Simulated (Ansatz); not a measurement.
## Polymorphs and borrowed structures of LaRhI6

LaRhI6 was placed in 7 structures, borrowed from other compounds or built from prototypes, and relaxed with PBEsol and then r2SCAN+rVV10 in the plane-wave code Ansatz, symmetry kept. Energies are static, from a final single point; gaps are the least over its mesh and special points. Computed values alone, no measurements; non-magnetic cells, some hypothetical.

```json
{"start": "TiAlNi6 type (No. 123)", "ends in": "P4/mmm", "volume (Å³/atom)": "33.54", "energy, r2SCAN+rVV10 (meV/atom)": "880", "gap, r2SCAN+rVV10 (eV)": "metal", "shaken (PBEsol)": "falls 744 meV"}
{"start": "LaAlH6 type (No. 166)", "ends in": "R-3m", "volume (Å³/atom)": "45.35", "energy, r2SCAN+rVV10 (meV/atom)": "24", "gap, r2SCAN+rVV10 (eV)": "1.15", "shaken (PBEsol)": "falls 9 meV"}
{"start": "MgTiF6 type (No. 148)", "ends in": "R-3", "volume (Å³/atom)": "37.02", "energy, r2SCAN+rVV10 (meV/atom)": "44", "gap, r2SCAN+rVV10 (eV)": "0.94", "shaken (PBEsol)": "returns (8 atoms)"}
{"start": "TaNbAl6 type (No. 123)", "ends in": "P4/mmm", "volume (Å³/atom)": "33.22", "energy, r2SCAN+rVV10 (meV/atom)": "873", "gap, r2SCAN+rVV10 (eV)": "metal", "shaken (PBEsol)": "falls 587 meV"}
{"start": "KCrF6 type (No. 148)", "ends in": "R-3", "volume (Å³/atom)": "41.13", "energy, r2SCAN+rVV10 (meV/atom)": "0", "gap, r2SCAN+rVV10 (eV)": "1.56", "shaken (PBEsol)": "returns (8 atoms)"}
{"start": "MgZrF6 type (No. 225)", "ends in": "Fm-3m", "volume (Å³/atom)": "48.24", "energy, r2SCAN+rVV10 (meV/atom)": "264", "gap, r2SCAN+rVV10 (eV)": "0.48", "shaken (PBEsol)": "falls 169 meV"}
{"start": "CuSnF6 type (No. 2)", "ends in": "R-3", "volume (Å³/atom)": "37.01", "energy, r2SCAN+rVV10 (meV/atom)": "44", "gap, r2SCAN+rVV10 (eV)": "0.94", "shaken (PBEsol)": "returns (8 atoms)"}
```
Energies count from the lowest cell; the last column tells what a randomly displaced small cell does when relaxed without symmetry, which tests only the distortions that fit it.

Of the symmetric cells the lowest is the one started from KCrF6 type (No. 148), which ends in R-3 (No. 148), 24 meV an atom below the next (LaAlH6 type (No. 166)). With PBEsol some shaken cells land within 15 meV an atom of the lowest symmetric one. Other structures, not tried here, could lie lower.

The start from CuSnF6 type (No. 2) relaxes into the same structure as MgTiF6 type (No. 148). The cells shaken are PBEsol's, whose volumes can differ from those tabled by ten per cent. The falls are PBEsol's, in meV an atom on the shaken cell's own mesh; a cell that falls isn't a minimum, and its place in the table may change once it distorts.

The cells in order of energy (the first three):
- KCrF6 type (No. 148): R-3, 41.13 Å³ an atom. La has 6 I at 3.15 Å; Rh has 6 I at 2.71 Å; I has 1 Rh at 2.71 Å and 1 La at 3.15 Å.
- LaAlH6 type (No. 166): R-3m, 45.35 Å³ an atom. La has 6 I at 3.16 Å; Rh has 6 I at 2.70 Å; I has 1 Rh at 2.70 Å and 1 La at 3.16 Å.
- MgTiF6 type (No. 148): R-3, 37.02 Å³ an atom. La has 6 I at 3.18 Å; Rh has 6 I at 2.69 Å; I has 1 Rh at 2.69 Å and 1 La at 3.18 Å.

The lowest symmetric cell:
```
CELL_PARAMETERS angstrom
6.21503 3.58825 2.45907
-6.21503 3.58825 2.45907
0.00000 -7.17649 2.45907
ATOMIC_POSITIONS crystal
La 0.00000 0.00000 0.00000
Rh 0.50000 0.50000 0.50000
I 0.48934 0.27563 0.12754
I 0.27563 0.12754 0.48934
I 0.87246 0.51066 0.72437
I 0.72437 0.87246 0.51066
I 0.51066 0.72437 0.87246
I 0.12754 0.48934 0.27563
```

Spin-orbit coupling is left out, which matters wherever the heavy atoms make up the band edges.

For some runs the program warns that the potential is rough where the density is thin, which bears on the empty states there.
